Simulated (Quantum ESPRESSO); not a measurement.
Band energies of SnTe

```
SnTe
1.0
    0.00000     3.18581     3.18581
    3.18581     0.00000     3.18581
    3.18581     3.18581     0.00000
Sn Te
1 1
Direct
  0.00000   0.00000   0.00000
  0.50000   0.50000   0.50000
```

PBEsol (pw.x of Quantum ESPRESSO, ONCV potentials, with spin-orbit coupling); path ΓXWKΓLUWLK,UX; energies in eV from the valence-band maximum.

```
k (1/Å)  point  band 30  band 31  band 32  band 33  band 34  band 35  band 36  band 37
-------  -----  -------  -------  -------  -------  -------  -------  -------  -------
0.00         Γ    -1.64     2.82     2.82     3.67     3.67     3.67     3.67     4.92
0.33              -0.61     1.02     1.02     3.30     3.30     3.80     3.80     3.85
0.66              -2.91     2.74     2.74     3.79     3.79     3.99     3.99     4.64
0.99         X    -3.23     2.38     2.38     4.49     4.49     5.23     5.23     6.23
1.48         W    -0.69     0.95     0.95     4.58     4.58     4.82     4.82     5.97
1.83         K    -2.44     2.85     2.85     3.33     3.33     4.31     4.31     5.50
2.14              -1.01     1.08     1.08     1.53     1.53     4.29     4.29     6.18
2.46              -0.41     0.97     0.97     1.37     1.37     3.54     3.54     4.98
2.87         Γ    -1.64     2.82     2.82     3.67     3.67     3.67     3.67     4.92
3.19              -1.05     1.79     1.79     2.42     2.42     2.44     2.44     4.94
3.51              -0.33     0.53     0.53     0.96     0.96     1.05     1.05     6.40
3.73         L     0.00     0.20     0.20     0.47     0.47     0.71     0.71     7.72
3.83              -0.42     0.38     0.38     0.74     0.74     1.32     1.32     7.43
4.23              -2.18     2.45     2.45     2.96     2.96     4.73     4.73     5.12
4.33         U    -2.44     2.85     2.85     3.33     3.33     4.31     4.31     5.50
4.56              -1.08     1.36     1.36     4.17     4.17     5.16     5.16     5.44
4.68         W    -0.69     0.95     0.95     4.58     4.58     4.82     4.82     5.97
4.88              -0.74     0.82     0.82     4.19     4.19     4.58     4.58     5.76
5.18              -0.71     0.44     0.44     1.56     1.56     2.22     2.22     6.90
5.38         L     0.00     0.20     0.20     0.47     0.47     0.71     0.71     7.72
5.55              -0.83     0.74     0.74     1.06     1.06     2.02     2.02     6.99
5.81              -1.95     2.11     2.11     2.59     2.59     4.58     4.58     5.19
5.98         K    -2.44     2.85     2.85     3.33     3.33     4.31     4.31     5.50
5.98         U    -2.44     2.85     2.85     3.33     3.33     4.31     4.31     5.50
6.33         X    -3.23     2.38     2.38     4.49     4.49     5.23     5.23     6.23
```

The PBEsol gap is direct, 0.20 eV at L.

So small a PBEsol gap in heavy elements may be inverted, where one-shot corrections to single bands mislead.

Geometry of the Materials Project entry, not relaxed at this level.
